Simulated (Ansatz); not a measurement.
A relaxation computed with Ansatz, from input to last step.

```yaml
crystal:
  lattice:
    - [3.4361389726, 0.0, 0.0]
    - [0.0, 3.4361389726, 0.0]
    - [0.0, 0.0, 5.928228575]
  atoms:
    - { symbol: Li, position: [0.5, 0.0, 0.2305] }
    - { symbol: Li, position: [0.0, 0.5, 0.7695] }
    - { symbol: Ag, position: [0.5, 0.0, 0.648] }
    - { symbol: Ag, position: [0.0, 0.5, 0.352] }
    - { symbol: "N", position: [0.0, 0.0, 0.0] }
    - { symbol: "N", position: [0.5, 0.5, 0.0] }
basis:
  ecutwfc: 420
kpoints:
  mp_grid: { grid: [6, 6, 4] }
hamiltonian:
  xc: pbe
scf:
  occupations: { method: gaussian, width: 0.1 }
  lower_state_search: "off"
output:
  forces: true
  stress: true
  eigenvalues: true
relax:
  adjacent_minimum: "off"
  f_tol: 0.04
  max_steps: 70
  cell: { stress_tol: 0.4 }
```

```bash
ansatz run input.yaml --threads 1 --pin off --max-ram 2560MiB --backend cpu --events-out ev --progress --plain --runs-dir out
```

The calculation used DFT PBE, scalar-relativistic, plane waves, PAW in Ansatz.

Of 9 frames 9 are shown, positions in Å and forces in eV/Å; the SCF threshold varies from step to step. Steps run on the plane waves of an earlier cell, with a Pulay correction in the pressure. The basis is chosen afresh for the last frame, the zero of the energies, and at times for earlier ones too; energy and pressure step there, also at an unchanged geometry. Here that happened at step 9 (-2 meV/atom, 0.2 GPa); the frames before carry an error of that size.

```xyz
6
Lattice="3.4361 0.0000 0.0000 0.0000 3.4361 0.0000 0.0000 0.0000 5.9282" Properties=species:S:1:pos:R:3:forces:R:3 pbc="T T T" step=1 free_energy_over_end_meV_per_atom=137.54 pressure_GPa=-1.61
Li    1.7181    0.0000    1.3665    0.0000    0.0000   -1.7481
Li    0.0000    1.7181    4.5618    0.0000    0.0000    1.7481
Ag    1.7181    0.0000    3.8415    0.0000    0.0000    0.2468
Ag    0.0000    1.7181    2.0867    0.0000    0.0000   -0.2468
N     0.0000    0.0000    0.0000    0.0000    0.0000    0.0000
N     1.7181    1.7181    0.0000    0.0000    0.0000    0.0000
6
Lattice="3.4890 0.0000 0.0000 0.0000 3.4890 0.0000 0.0000 0.0000 5.7947" Properties=species:S:1:pos:R:3:forces:R:3 pbc="T T T" step=2 free_energy_over_end_meV_per_atom=51.65 pressure_GPa=-1.80
Li    1.7445    0.0000    1.1646    0.0000    0.0000   -0.9694
Li    0.0000    1.7445    4.6300    0.0000    0.0000    0.9694
Ag    1.7445    0.0000    3.7786    0.0000    0.0000    0.0601
Ag    0.0000    1.7445    2.0161    0.0000    0.0000   -0.0601
N     0.0000    0.0000    0.0000    0.0000    0.0000    0.0000
N     1.7445    1.7445    0.0000    0.0000    0.0000    0.0000
6
Lattice="3.5129 0.0000 0.0000 0.0000 3.5129 0.0000 0.0000 0.0000 5.5619" Properties=species:S:1:pos:R:3:forces:R:3 pbc="T T T" step=3 free_energy_over_end_meV_per_atom=12.68 pressure_GPa=1.84
Li    1.7564    0.0000    0.9372    0.0000    0.0000   -0.2284
Li    0.0000    1.7564    4.6247    0.0000    0.0000    0.2284
Ag    1.7564    0.0000    3.6134    0.0000    0.0000    0.0978
Ag    0.0000    1.7564    1.9485    0.0000    0.0000   -0.0978
N     0.0000    0.0000    0.0000    0.0000    0.0000    0.0000
N     1.7564    1.7564    0.0000    0.0000    0.0000    0.0000
6
Lattice="3.5673 0.0000 0.0000 0.0000 3.5673 0.0000 0.0000 0.0000 5.5669" Properties=species:S:1:pos:R:3:forces:R:3 pbc="T T T" step=4 free_energy_over_end_meV_per_atom=6.71 pressure_GPa=-0.08
Li    1.7837    0.0000    0.8678    0.0000    0.0000   -0.0435
Li    0.0000    1.7837    4.6991    0.0000    0.0000    0.0435
Ag    1.7837    0.0000    3.6431    0.0000    0.0000    0.0218
Ag    0.0000    1.7837    1.9239    0.0000    0.0000   -0.0218
N     0.0000    0.0000    0.0000    0.0000    0.0000    0.0000
N     1.7837    1.7837    0.0000    0.0000    0.0000    0.0000
6
Lattice="3.6137 0.0000 0.0000 0.0000 3.6137 0.0000 0.0000 0.0000 5.4647" Properties=species:S:1:pos:R:3:forces:R:3 pbc="T T T" step=5 free_energy_over_end_meV_per_atom=4.76 pressure_GPa=-0.30
Li    1.8069    0.0000    0.8108    0.0000    0.0000    0.0517
Li    0.0000    1.8069    4.6539    0.0000    0.0000   -0.0517
Ag    1.8069    0.0000    3.5860    0.0000    0.0000    0.0600
Ag    0.0000    1.8069    1.8787    0.0000    0.0000   -0.0600
N     0.0000    0.0000    0.0000    0.0000    0.0000    0.0000
N     1.8069    1.8069    0.0000    0.0000    0.0000    0.0000
6
Lattice="3.6704 0.0000 0.0000 0.0000 3.6704 0.0000 0.0000 0.0000 5.2910" Properties=species:S:1:pos:R:3:forces:R:3 pbc="T T T" step=6 free_energy_over_end_meV_per_atom=3.82 pressure_GPa=0.37
Li    1.8352    0.0000    0.7560    0.0000    0.0000    0.2021
Li    0.0000    1.8352    4.5349    0.0000    0.0000   -0.2021
Ag    1.8352    0.0000    3.5153    0.0000    0.0000   -0.0900
Ag    0.0000    1.8352    1.7756    0.0000    0.0000    0.0900
N     0.0000    0.0000    0.0000    0.0000    0.0000    0.0000
N     1.8352    1.8352    0.0000    0.0000    0.0000    0.0000
6
Lattice="3.6432 0.0000 0.0000 0.0000 3.6432 0.0000 0.0000 0.0000 5.3622" Properties=species:S:1:pos:R:3:forces:R:3 pbc="T T T" step=7 free_energy_over_end_meV_per_atom=2.76 pressure_GPa=-0.06
Li    1.8216    0.0000    0.7999    0.0000    0.0000    0.0176
Li    0.0000    1.8216    4.5623    0.0000    0.0000   -0.0176
Ag    1.8216    0.0000    3.5386    0.0000    0.0000    0.0507
Ag    0.0000    1.8216    1.8236    0.0000    0.0000   -0.0507
N     0.0000    0.0000    0.0000    0.0000    0.0000    0.0000
N     1.8216    1.8216    0.0000    0.0000    0.0000    0.0000
6
Lattice="3.6645 0.0000 0.0000 0.0000 3.6645 0.0000 0.0000 0.0000 5.3022" Properties=species:S:1:pos:R:3:forces:R:3 pbc="T T T" step=8 free_energy_over_end_meV_per_atom=2.22 pressure_GPa=-0.05
Li    1.8323    0.0000    0.8003    0.0000    0.0000    0.0067
Li    0.0000    1.8323    4.5019    0.0000    0.0000   -0.0067
Ag    1.8323    0.0000    3.5194    0.0000    0.0000    0.0090
Ag    0.0000    1.8323    1.7828    0.0000    0.0000   -0.0090
N     0.0000    0.0000    0.0000    0.0000    0.0000    0.0000
N     1.8323    1.8323    0.0000    0.0000    0.0000    0.0000
6
Lattice="3.6645 0.0000 0.0000 0.0000 3.6645 0.0000 0.0000 0.0000 5.3022" Properties=species:S:1:pos:R:3:forces:R:3 pbc="T T T" step=9 free_energy_over_end_meV_per_atom=0.00 pressure_GPa=0.17
Li    1.8323    0.0000    0.8003    0.0000    0.0000    0.0042
Li    0.0000    1.8323    4.5019    0.0000    0.0000   -0.0042
Ag    1.8323    0.0000    3.5194    0.0000    0.0000    0.0114
Ag    0.0000    1.8323    1.7828    0.0000    0.0000   -0.0114
N     0.0000    0.0000    0.0000    0.0000    0.0000    0.0000
N     1.8323    1.8323    0.0000    0.0000    0.0000    0.0000
```

The start puts this composition into another compound's structure type, which needn't suit it. At the end the space group is P4/nmm (tolerance 0.05 Å).

It took 76 s on 1 thread of Intel(R) Xeon(R) Processor @ 2.50GHz (Skylake/Cascade Lake), on a shared host, peak memory 0.4 GiB.

The k mesh is coarse.